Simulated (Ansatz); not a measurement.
Polymorphs of GeSe, each relaxed with DFT-PBE+D3(BJ) in the program Ansatz with PAW potentials:

A: Pnma
a = 10.9718 Å, b = 3.8799 Å, c = 4.4218 Å, α = β = γ = 90.00°

```
atom  site  symmetry       x       y       z
----  ----  --------  ------  ------  ------
Ge      4c       .m.  0.1236  0.2500  0.1133
Se      4c       .m.  0.3548  0.2500  0.0020
```

B: Pmn2_1
a = 3.9316 Å, b = 5.7707 Å, c = 4.2586 Å, α = β = γ = 90.00°

```
atom  site  symmetry       x       y       z
----  ----  --------  ------  ------  ------
Ge      2a       m..  0.0000  0.2328  0.5796
Se      2a       m..  0.5000  0.2389  0.1704
```

Put the candidates in order of energy per atom at 0 K, lowest first, for PBE+D3(BJ).

A (+0 meV/atom), B (+9 meV/atom)

Give each one's gap.

A 0.71 eV; B 0.53 eV.

Typed or built starts, not in the databases checked: B. Not the usual ambient phase: B. All cells were relaxed under the symmetry of their starts (and spin orders); stability against distortions was not tested throughout. Scalar-relativistic: spin–orbit coupling is off unless named, which matters more the heavier the elements.

Energies hold the estimated change up to a 700 eV cutoff; steps of a few meV lie near the error of the meshes.

Potentials: the earlier of the program's two PAW sets.
